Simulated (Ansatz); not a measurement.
Values for one crystal, relaxed and computed with LDA (plane waves, PAW; program Ansatz); other levels are named.

```yaml
volume_per_atom: 25.67 Å³
band_gap: 0.15 eV (indirect)
valence_band_maximum: at N
electron_effective_mass: 0.20, 0.20, 0.45 mₑ (principal values)
Highest zone-centre frequency (without LO–TO term): 75 cm^-1
Formation energy from the elements (no fitted shifts): -0.11 eV/atom
Pressure derivative B′: 5.3
```

Q: Pick the material that matches.
(A) CuI, P4/nmm (Cu on 2b, I on 2c)
(B) KBr, rock salt
(C) AgI, rock salt
(D) SrTe, rock salt

A: C, AgI, rock salt

Space group Fm-3m (rock salt). This is a known high-pressure phase of the composition, computed here at zero pressure and temperature. The LDA relaxation kept the symmetry of its start; phonons on a q-mesh show weakly imaginary modes. The run is not spin-polarised. The volume moved by -16 % from the start of the relaxation. The references are the lowest solids computed at this level, not always the standard phases. Scalar-relativistic: spin–orbit coupling is off unless named, which matters more the heavier the elements.

Potentials: the later of the program's two PAW sets.
